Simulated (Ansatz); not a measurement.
## SiNi3 — ⁶¹Ni nuclear quadrupole resonance

Cell: a Materials Project structure (computed, not necessarily an observed phase), taken as it stands.

```
Si Ni
1.0
     3.46374    0.00000    0.00000
     0.00000    3.46374    0.00000
     0.00000    0.00000    3.46374
Si Ni
1 3
Direct
  0.00000 0.00000 0.00000
  0.00000 0.50000 0.50000
  0.50000 0.50000 0.00000
  0.50000 0.00000 0.50000
```

Atoms are numbered from 1 in the order listed; like atoms form one site, named after its first atom.

Computed with Ansatz: DFT, PBE, plane waves and PAW, scalar-relativistic, collinear spin, 420 eV cutoff, Γ-centred 10×10×10 k-points, Fermi–Dirac smearing 0.05 eV. Start moments as typed (μB): 1.5 on each Ni, none on the rest.

⁶¹Ni: I = 3/2, Q = 162.0 mb (year-2017 value). Static lattice, zero field.

Task: Predict the zero-field ⁶¹Ni lines of each site.

Result: For I = 3/2 there is one line, ν = (|C_Q|/2)(1 + η²/3)^½.

```csv
site,atoms,V_zz (10²¹ V/m²),C_Q (MHz),η,line frequencies (MHz)
Ni,"2, 3, 4",-4.98,-19.5,0.00,9.76
```

An axis of threefold or higher order runs through Ni, so V_zz lies along it and η is zero.

At this cell the PBE pressure is 9 GPa, so with PBE the cell would grow if it were relaxed. The entry's cell may itself be off. With no gap above 0.1 eV, as in a metal, the gradients converge slowly in k; expect changes of a tenth or more on a denser mesh. With these PAW files V_zz is typically within 2 to 3 % of all-electron values, but misses above 10 % occur on Ni. The start moments die out, and the run ends without spin.
